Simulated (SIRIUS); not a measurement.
Consider a self-consistent single point of Zr (P6_3/mmc, 2 atoms in the cell; from Materials Project mp-131, changed as shown).

```xyz
2
Lattice="3.1955 0.0000 0.0000 -1.5977 2.7673 0.0000 0.0000 0.0000 5.1023" Properties=species:S:1:pos:R:3 pbc="T T T"
Zr     0.0000     1.8449     1.2756
Zr     1.5977     0.9224     3.8267
```

All values come from this method and carry its errors: PBEsol, GBRV PBEsol ultrasoft pseudopotentials (plane waves; SIRIUS 7.12.0).

SIRIUS settings:

- parameters.ngridk = 16 16 10
- parameters.xc_functionals = [XC_GGA_X_PBE_SOL, XC_GGA_C_PBE_SOL]
- parameters.gk_cutoff = 6.325 1/bohr
- parameters.pw_cutoff = 14.143 1/bohr
- parameters.smearing = cold
- parameters.smearing_width = 0.00999582 Ha
- potentials = GBRV PBEsol ultrasoft pseudopotentials
- parameters.electronic_structure_method = pseudopotential
- parameters.num_bands = 16
- parameters.num_mag_dims = 0
- parameters.num_dft_iter = 100
- parameters.energy_tol = 1e-07 Ha
- parameters.density_tol = 1e-06
- mixer.type = broyden2
- mixer.beta = 0.5
- mixer.use_hartree = true

Results:

```
Property                                                  Value
------------------------------------------------  -------------
Number of valence electrons                                  24
Number of bands                                              16
Number of k-points after the program's reduction            180
Number of plane waves (most at a k-point)                  1322
Number of SCF iterations                                     11
FFT grid                                           30 × 30 × 48
Free energy E − TS                                -2697.4987 eV
Fermi level (on the code's own zero)                   14.53 eV
Pressure                                              -0.49 GPa
```

Stress (GPa, positive for compression):
```
-0.59   0.00   0.00
 0.00  -0.59   0.00
 0.00   0.00  -0.27
```

For comparison: a first run was changed to give this one (volume scaled by 0.96), and from it to this one the free energy falls by 14.1 meV/atom and the pressure goes from -4.23 to -0.49 GPa.

The structure comes from a collection of computed structures, made at another level of theory; the collection holds predicted forms beside known ones.

Cost on one core: about 40 core-seconds (a rough figure).
